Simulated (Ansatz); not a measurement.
Total density of states per atom from DFT-r²SCAN in the program Ansatz with PAW potentials, in 0.25 eV bins, energy from the Fermi level:

```
E (eV) | states/eV/atom
    -7.85 |  0.02
    -7.60 |  0.08
    -7.35 | # 0.19
    -7.10 | # 0.18
    -6.85 | # 0.13
    -6.60 | # 0.24
    -6.35 | ## 0.46
    -6.10 | #### 0.77
    -5.85 | ## 0.45
    -5.60 | # 0.10
    -5.35 |  0.04
    -5.10 |  0.00
    -4.85 |  0.00
    -4.60 |  0.10
    -4.35 |  0.09
    -4.10 |  0.09
    -3.85 |  0.08
    -3.60 | # 0.11
    -3.35 | ## 0.32
    -3.10 | ## 0.41
    -2.85 | ### 0.48
    -2.60 | ## 0.43
    -2.35 | ## 0.40
    -2.10 | # 0.21
    -1.85 | ## 0.31
    -1.60 | ### 0.54
    -1.35 | ##### 0.92
    -1.10 | ##### 0.92
    -0.85 | ##### 1.03
    -0.60 | #### 0.69
    -0.35 | #### 0.73
    -0.10 | # 0.15
     0.15 | ## 0.39
     0.40 | #### 0.72
     0.65 | ##### 0.87
     0.90 | #### 0.73
     1.15 | ##### 0.89
     1.40 | #### 0.69
     1.65 | ######## 1.51
     1.90 | ############### 2.82
     2.15 | ############################## 5.76
```

Task: Pick the material that matches.
(A) LaAs2Ru2, I4/mmm (La on 2a, As on 4e, Ru on 4d)
(B) Ca2Ga7Ag, P-4m2 (Pearson symbol tP10)
(C) GaSb, zinc blende
(D) LaMgGa, P-62m (La on 3f, Mg on 3g, Ga on 2d, Ga on 1a)

Result: D, LaMgGa, P-62m (La on 3f, Mg on 3g, Ga on 2d, Ga on 1a). Within 0.5 eV of the Fermi level: La 5d 51 %, Ga 4p 28 %, La 4f 6 %, outside the projected shells 7 %. Projections are on Löwdin-orthogonalised atomic valence shells; empty p or d shells of many metals are not among them.

The workflow started from a Materials Project entry (that database holds measured and hypothetical structures alike); the Crystallography Open Database files this formula in space group No. 189, but the cells were not matched. Whether it is the stable phase at ambient conditions was not checked. The cell was relaxed with r²SCAN under the symmetry of its start; its stability against distortions is not shown here. Scalar-relativistic: spin–orbit coupling is off unless named, which matters more the heavier the elements.

Potentials: the later of the program's two PAW sets.
